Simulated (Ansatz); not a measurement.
CsO: energy along a strain

CsO, Immm, a = 4.322 Å, b = 6.430 Å, c = 7.517 Å (as given, not relaxed at this level: -3.8 GPa, forces to 1.32 eV/Å). The structure is a COD entry; whether it is the stable form wasn't checked. Ansatz: LDA, PAW, 420 eV, Γ-centred 8×8×8 mesh on 4 atoms, Gaussian smearing 0.05 eV; no spin polarisation. Cell vectors (Å): -2.161 3.215 3.759; 2.161 -3.215 3.759; 2.161 3.215 -3.759. The cell is strained by x per cent times the pattern (1 -1 0 0 0 0) in the order xx yy zz yz xz xy (engineering shears), with fractional coordinates held. y is the free energy over the start, V0 = 26.113 Å³/atom.

```tsv
x (%)	y (meV/atom)
-6.00	47.43
-4.50	?
-3.00	18.26
-1.50	7.73
0.00	0.00
1.50	-4.81
3.00	-6.50
4.50	-4.85
5.25	-2.70
6.00	0.40
```

Question: Fit y = c1 x + c2 x² + c3 x³ to the other rows, get the stiffness along the pattern, and predict the missing energy.

Answer: Least squares on the rows shown. y = −4.2067 x + 0.66287 x² + 0.0078979 x³. The clamped-ion stiffness p·C·p = 2 × 6.629 eV × 160.2 / 26.113 Å³ = 81 GPa (second derivative at the start, which stands under stress). At x = -4.50 the fit asked for gives 31.63 meV/atom. The run gave 31.51 meV/atom, so the fit is 0.12 meV/atom too high, within twice the rms miss on the fitted rows (0.06 meV/atom).